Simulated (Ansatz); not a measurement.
AlCo:
```cif
data_AlCo
_chemical_formula_sum 'Co1 Al1'
_space_group_name_H-M_alt 'P 1'
_space_group_IT_number 1
_cell_length_a 3.34651
_cell_length_b 3.34651
_cell_length_c 3.34651
_cell_angle_alpha 60.000
_cell_angle_beta 60.000
_cell_angle_gamma 60.000
loop_
_space_group_symop_operation_xyz
  'x, y, z'
loop_
_atom_site_label
_atom_site_type_symbol
_atom_site_fract_x
_atom_site_fract_y
_atom_site_fract_z
_atom_site_occupancy
Co1 Co 0.00000 0.00000 0.00000 1
Al1 Al 0.50000 0.50000 0.50000 1
```

Relaxed with r²SCAN (plane waves, PAW; program Ansatz). Indices refer to the conventional cell of Fm-3m, a = 4.733 Å, b = 4.733 Å, c = 4.733 Å, α = 90.00°, β = 90.00°, γ = 90.00°.

Task: Simulate the powder diffraction pattern (neutron, λ = 1.5401 Å; lines above 1 %) up to 2θ = 90°.

Result: Simulated powder pattern, neutron, λ = 1.5401 Å (kinematic, ideal powder, no thermal factors, coherent scattering alone; the 30 strongest lines at most, above 1 %, up to 2θ = 90°):

| 2θ (°) | d (Å) | I/Imax (%) | hkl |
|---|---|---|---|
| 32.74 | 2.732 | 4.3 | (111) |
| 37.98 | 2.366 | 94 | (200) |
| 54.80 | 1.673 | 100 | (220) |
| 65.32 | 1.427 | 4.0 | (311) |
| 68.62 | 1.366 | 48 | (222) |
| 81.21 | 1.183 | 29 | (400) |

The start of the workflow was typed in or built on a structure type; neither database checked (COD, Materials Project) lists it. Whether it is the stable phase at ambient conditions was not checked. The r²SCAN relaxation kept the symmetry of its start. At this level the phase is mechanically unstable. The workflow began spin-polarised and lost its moments. The cell computed holds one magnetic atom, so no antiferromagnetic order was within reach. Its formation energy is positive at this level, so the cell may be metastable or incomplete.

Potentials: the earlier of the program's two PAW sets.
